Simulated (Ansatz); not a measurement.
## KLuS$_{2}$: the gap from level to level

A database entry relaxed whole under r2SCAN at zero pressure (R-3m, No. 166):

```
K Lu S
1.0
     1.97587    1.14077    7.30147
    -1.97587    1.14077    7.30147
     0.00000   -2.28154    7.30147
K Lu S
1 1 2
Direct
  0.00000 0.00000 0.00000
  0.50000 0.50000 0.50000
  0.23309 0.23309 0.23309
  0.76691 0.76691 0.76691
```

Its volume is 24.69 Å³ an atom, +0.3 % against the entry's 24.61, a measured cell (2014, 301 K).

Single points on this cell with plane-wave PAW DFT (Ansatz 0.2.0; r2SCAN 500 eV, hybrids 420 eV; fermi-dirac occupations of width 0.020 eV; no moments): r2SCAN on a 8×8×8 Γ-centred mesh; r2SCAN with spin-orbit coupling on a 6×6×6 Γ-centred mesh; HSE06 on a 4×4×4 Γ-centred mesh; PBE0 on a 4×4×4 Γ-centred mesh.

**Question.** What does each level give for gap and charges?

**Answer.** The runs give:

| level | gap (eV), or kind | pressure (GPa) | Bader charge of K (e) | Bader charge of Lu (e) | Bader charge of S (e) |
| --- | --- | --- | --- | --- | --- |
| r2SCAN | 2.70 | 0.0 | +0.81 | +2.00 | -1.41 |
| r2SCAN with spin-orbit coupling | 2.65 | -0.1 | +0.81 | +2.00 | -1.40 |
| HSE06 | 3.32 | 0.7 | +0.81 | +2.02 | -1.41 |
| PBE0 | 4.02 | 0.6 | +0.81 | +2.03 | -1.42 |

Under r2SCAN the gap is 2.70 eV, over mesh and band path. HSE06 moves it by +0.62 eV and PBE0 by +1.32 eV; PBE0 keeps its exact exchange at long range, which widens the gap over HSE06's by 0.71 eV on their common mesh. Spin-orbit coupling moves the r2SCAN gap by -0.05 eV.

Caveats: the relaxation kept the start's symmetry; HSE06 is read on its mesh and at the zone's corners, PBE0 on its mesh alone; hybrid pressures are good to a few tenths of a GPa; pressure is positive in compression.
